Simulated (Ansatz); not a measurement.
Here is the system:

MgS:
```cif
data_Mg4S4
_chemical_formula_sum 'Mg4 S4'
_space_group_name_H-M_alt 'Fm-3m'
_space_group_IT_number 225
_space_group_name_Hall '-F 4 2 3'
_cell_length_a 5.22972
_cell_length_b 5.22972
_cell_length_c 5.22972
_cell_angle_alpha 90.000
_cell_angle_beta 90.000
_cell_angle_gamma 90.000
loop_
_atom_site_label
_atom_site_type_symbol
_atom_site_symmetry_multiplicity
_atom_site_Wyckoff_symbol
_atom_site_fract_x
_atom_site_fract_y
_atom_site_fract_z
_atom_site_occupancy
Mg1 Mg 4 a 0.00000 0.00000 0.00000 1
S1 S 4 b 0.50000 0.50000 0.50000 1
```
(The calculation used a cell of 2 atoms; values per cell refer to that cell.)

This is the PBE-relaxed structure.

All from plane-wave PAW PBE (Ansatz code), unless another level is named. Predict the band gap.

2.76 eV (indirect).

And the smallest direct gap on the standard path?

3.60 eV.

Predict the formation energy from the elements (no fitted shifts).

-1.44 eV/atom.

What about the valence-band maximum?

at Γ.

The PBE relaxation kept the symmetry of its start. The references are the lowest solids computed at this level, not always the standard phases.

Potentials: the earlier of the program's two PAW sets.
